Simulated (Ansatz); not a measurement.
**LaBr (R-3m) under compression and expansion**

```yaml
crystal:
  lattice:
    - [2.06604, 1.19283, 10.63456]
    - [-2.06604, 1.19283, 10.63456]
    - [0.00000, -2.38566, 10.63456]
  atoms:
    - { symbol: La, position: [0.88011, 0.88011, 0.88011] }
    - { symbol: La, position: [0.11989, 0.11989, 0.11989] }
    - { symbol: Br, position: [0.60743, 0.60743, 0.60743] }
    - { symbol: Br, position: [0.39257, 0.39257, 0.39257] }
```

The reference geometry is a structure from the Materials Project; nothing is relaxed.

Functional, mesh and filling: LDA, 8×8×8 k mesh, Fermi–Dirac smearing of 0.05 eV. PAW means Ansatz 0.2.0 on its default frozen-core files; LAPW is all-electron LAPW in Ansatz 0.2.0. Site moments are integrated in spheres about the atoms, whose radii differ between the methods. Start moments of the first PAW run (μB): La1 -1, La2 -1.

The cell shown is scaled evenly to other volumes, and every spin-polarised run starts from the same moments.

Q: Over V/V₀ from 0.72 to 1.18, do the moments collapse, and if so where?

A: The moments are gone at V/V₀ = 0.72 (11 GPa), and present from 0.8 (5 GPa) upwards, where the largest is 0.11 μB at first.
| V/V₀ | Å³/atom | M PAW (μB/cell) | M LAPW (μB/cell) | largest site moment, PAW (μB) | P PAW (GPa) | P LAPW (GPa) | F − F(unpolarised), PAW (meV/atom) |
| --- | --- | --- | --- | --- | --- | --- | --- |
| 0.72 | 28.30 | 0.00 | 0.00 | 0.00 | 11.2 | 11.2 | 0 |
| 0.8 | 31.45 | 0.75 | – | 0.11 | 5.3 | – | -2 |
| 0.85 | 33.42 | 0.87 | – | 0.13 | 2.4 | – | -3 |
| 0.9 | 35.38 | 1.24 | – | 0.20 | 0.4 | – | -6 |
| 0.95 | 37.35 | 1.42 | – | 0.23 | -1.3 | – | -9 |
| 1 | 39.31 | 1.51 | 1.51 | 0.25 | -2.7 | -2.7 | -12 |
| 1.05 | 41.28 | 1.53 | 1.53 | 0.26 | -3.8 | -3.8 | -13 |
| 1.1 | 43.24 | 1.54 | 1.53 | 0.26 | -4.7 | -4.6 | -14 |
| 1.18 | 46.39 | 1.52 | – | 0.27 | -5.6 | – | -14 |

Q: Fit a third-order Birch–Murnaghan equation to the PAW pressures of the magnetic runs between 0.85 and 1.11 V₀. What are the zero-pressure volume and bulk modulus, and what do the unpolarised runs give?

A: V = 35.76 Å³/atom (0.910 V₀), B = 32 GPa, B′ = 2.8, with a worst miss of 0.03 GPa. The unpolarised pressures, 2.3, 0.1, -1.6, -2.9, -3.9, -4.7 GPa at V/V₀ = 0.85, 0.9, 0.95, 1, 1.05, 1.1, give 35.49 Å³/atom and 34 GPa, so the moments change the volume by +0.8 %. Cell shape and inner coordinates are held, so these aren't the relaxed crystal's values unless symmetry fixes them.

The PAW files were made with PBE; the program remakes their cores once for the run's functional and then keeps them frozen.  The Ansatz runs typed with the search for lower states off end where their start leads. Spin–orbit coupling is left out although heavy atoms are present. These are results for the start and cell typed. The real compound can order otherwise, in a larger cell, or not at all, since semilocal functionals at zero temperature often overstate magnetism.
